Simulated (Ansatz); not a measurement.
## Mg (diamond): energy against volume

All numbers below come from DFT, LDA (PW92), plane waves (420 eV) with PAW, scalar-relativistic in Ansatz. (PAW data from PBE, frozen cores regenerated.)

The cell is scaled uniformly from the relaxed one, with fractional coordinates and shape fixed. Energies are extrapolated to zero smearing, pressures are those at the given smearing. Magnetic state: spin not included.

A Birch-Murnaghan fit gives V₀ = 37.45 Å³/atom, B₀ = 12.9 GPa, B₀′ = 3.9.

What are the energy above the minimum and the pressure at 32.980 Å³/atom?

26.3 meV/atom and 2.11 GPa as computed.

What are the energy above the minimum and the pressure at 35.978 Å³/atom?

2.5 meV/atom and 0.59 GPa as computed.

What are the energy above the minimum and the pressure at 40.476 Å³/atom?

8.7 meV/atom and -0.82 GPa as computed.
